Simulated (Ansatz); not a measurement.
BN:
```cif
data_B2N2
_chemical_formula_sum 'B2 N2'
_space_group_name_H-M_alt 'P 1'
_space_group_IT_number 1
_cell_length_a 2.54058
_cell_length_b 2.54058
_cell_length_c 4.20266
_cell_angle_alpha 90.000
_cell_angle_beta 90.000
_cell_angle_gamma 120.000
loop_
_space_group_symop_operation_xyz
  'x, y, z'
loop_
_atom_site_label
_atom_site_type_symbol
_atom_site_fract_x
_atom_site_fract_y
_atom_site_fract_z
_atom_site_occupancy
B1 B 0.66667 0.33333 0.99974 1
B2 B 0.33333 0.66667 0.49974 1
N1 N 0.66667 0.33333 0.62526 1
N2 N 0.33333 0.66667 0.12526 1
```

Relaxed with PBEsol.

**Question.** Give the optical modes at the zone centre with their infrared activity from DFPT, plane-wave PAW PBEsol (Ansatz code).

**Answer.** Transverse frequencies, without the LO–TO term; a row sums one degenerate level.

```
ω (cm⁻¹)  degeneracy  IR ((D/Å)²/amu)     activity  symmetry
--------  ----------  ---------------  -----------  --------
469                2             0.00  IR-inactive        E2
961                2             0.00  IR-inactive        E2
966                1             0.00  IR-inactive        B1
1025               1            28.33           IR        A1
1058               2            51.05           IR        E1
1117               1             0.00  IR-inactive        B1
```

**Question.** How high does the top mode go among those that the LO–TO term moves?

**Answer.** 1275 cm⁻¹ for q along x, 1275 cm⁻¹ for q along y, 1262 cm⁻¹ for q along z.

Space group P6_3mc (wurtzite). Symmetry was held in the PBEsol relaxation.

Potentials: the earlier of the program's two PAW sets. The files were generated under PBE; for other functionals the program regenerates the frozen cores, and for LDA and PBEsol the local potential too.
